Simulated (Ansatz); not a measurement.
Frames from the relaxation of a relaxed Mo cell shaken by Gaussian noise of σ = 0.08 Å a coordinate, as extended XYZ (Å, eV, eV/Å, GPa with compression positive). These are PBE (plane waves to 420 eV, PAW, scalar-relativistic; Ansatz, an electronic-structure program) values and carry that method's errors. Γ-centred k-mesh 7×7×7 on the run's cell (coarser than for final values), Fermi–Dirac smearing 0.05 eV.

```xyz
8
Lattice="5.0670 0.0000 0.0000 0.0000 5.0670 0.0000 0.0000 0.0000 5.0670" Properties=species:S:1:pos:R:3:forces:R:3 pbc="T T T" step=1 free_energy=-39645.206 pressure=2.2 accepted=T
Mo     0.7834     0.8106     0.9509   -0.4758   -0.0169   -0.8221
Mo     3.2221     1.8716     4.2792    0.0009   -0.7724   -0.0461
Mo     4.4261     3.4805     1.7922   -1.5966   -1.4560    0.0088
Mo     1.6964     4.2969     3.3118    0.6474    0.1486    0.9452
Mo     4.2332     4.2996     4.2931    0.1938    0.2375    0.0712
Mo     1.6893     3.2612     0.8757    0.7443    0.1482   -0.3011
Mo     0.6530     1.6663     3.4878    0.3706    0.6160   -0.7055
Mo     3.2469     0.6949     1.6815    0.1154    1.0951    0.8496
8
Lattice="5.0665 0.0036 0.0003 0.0036 5.0638 -0.0288 0.0003 -0.0288 5.0679" Properties=species:S:1:pos:R:3:forces:R:3 pbc="T T T" step=2 free_energy=-39645.743 pressure=0.4 accepted=T
Mo     0.7539     0.8120     0.8478   -0.1973   -0.2705    0.0590
Mo     3.2488     1.7773     4.2851    0.1129   -0.1851    0.0692
Mo     4.2789     3.3471     1.7577   -0.2004   -0.1490    0.0837
Mo     1.7671     4.3075     3.3778   -0.3112   -0.2852   -0.1137
Mo     4.2682     4.2651     4.2752   -0.0589    0.1003    0.1455
Mo     1.6988     3.2695     0.8639    0.2712    0.4786   -0.1595
Mo     0.7034     1.7131     3.3817    0.2290    0.2001   -0.0720
Mo     3.2453     0.7742     1.7719    0.1548    0.1108   -0.0123
8
Lattice="5.0535 -0.0056 0.0049 -0.0056 5.0623 0.0050 0.0049 0.0050 5.0837" Properties=species:S:1:pos:R:3:forces:R:3 pbc="T T T" step=3 free_energy=-39645.810 pressure=0.1 accepted=T
Mo     0.7448     0.8032     0.8500    0.0127    0.0036   -0.0531
Mo     3.2755     1.7574     4.3429    0.0338    0.0060    0.0467
Mo     4.2249     3.3286     1.8124   -0.0035    0.0105   -0.0470
Mo     1.6965     4.2891     3.3910    0.0012   -0.0123    0.0137
Mo     4.2268     4.2897     4.3447    0.0028   -0.0212    0.0509
Mo     1.6999     3.3335     0.8440   -0.0409   -0.0119    0.0256
Mo     0.7565     1.7593     3.3877   -0.0636    0.0072    0.0090
Mo     3.2699     0.8003     1.8073    0.0575    0.0180   -0.0458
```

The path has 8 moves and ends in Pa-3 (No. 205), 0.08 eV/atom below its start. Free energies are of the whole cell and compare only within this code, potentials and settings.  No spin polarisation in the result.

The end of the path is a generated cell of Mo: the first start was made by placing the elements on the sites of a structure type, and the end was not matched to a known phase here, so it may be hypothetical. Known forms of Mo include space group No. 229.
